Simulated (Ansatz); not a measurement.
## Two-dimensional strain map in CdAg

Method: Ansatz, DFT r2SCAN, scalar-relativistic, plane waves, PAW. The runs took a 500 eV cutoff, a Γ-centred 14×14×14 mesh and Gaussian smearing (0.15 eV). No spin polarisation. Energies are free energies at this smearing, counted from the undisturbed cell; pressure is positive in compression.

Reference structure (as given, not relaxed at this level; it stands at 1.1 GPa, and it needn't be the usual structure):

```
Cd Ag
1.0
     3.33000    0.00000    0.00000
     0.00000    3.33000    0.00000
     0.00000    0.00000    3.33000
Cd Ag
1 1
Direct
  0.50000 0.50000 0.50000
  0.00000 0.00000 0.00000
```

The cell is strained by p along both x and y and by q along z, fractional coordinates fixed. Points are written (p, q).

Energy above the undisturbed cell in meV/atom (a dash: not computed):

```csv
p \ q,-0.050,-0.025,0.000,0.025,0.050
-0.050,172.6,119.4,77.9,46.3,24.5
-0.025,?,–,21.5,–,?
0.000,23.8,7.4,0.0,0.0,5.2
0.025,3.9,–,?,–,32.7
0.050,9.5,–,?,–,76.7
```

Task: Fill in the withheld energies.

Result: (-0.025, -0.050): 77.0; (-0.025, 0.050): -0.1; (0.025, 0.000): 6.1; (0.050, 0.000): 33.0.